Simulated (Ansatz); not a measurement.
LaB2 (MoSi2 or CaC2 type, space group No. 139) under volume change, the program Ansatz at the PBE level (PAW), shape and atoms relaxed at each volume.

| V (Å³/atom) | E − E(relaxed) (meV/atom) | P (GPa) |
|---|---|---|
| 17.273 | 34.8 | 6.98 |
| 17.843 | 14.8 | 4.34 |
| 18.412 | 3.5 | 2.03 |
| 18.982 | 0.0 | 0.00 |
| 19.551 | 3.2 | -1.73 |
| 20.120 | 12.1 | -3.28 |
| 20.690 | 26.2 | -4.63 |

Question: What does a third-order Birch–Murnaghan fit give for V₀, B₀ and B′?

Answer: V₀ = 18.99 Å³/atom, B₀ = 62.6 GPa, B′ = 3.5.

Space group I4/mmm (MoSi2 or CaC2 type). The start of the workflow was typed in or built on a structure type; neither database checked (COD, Materials Project) lists it. Whether it is the stable phase at ambient conditions was not checked. The cell was relaxed with PBE under the symmetry of its start; its stability against distortions is not shown here. Its formation energy is positive at this level, so the cell may be metastable or incomplete. Spin–orbit coupling is left out wherever it is not named.

Potentials: the earlier of the program's two PAW sets.
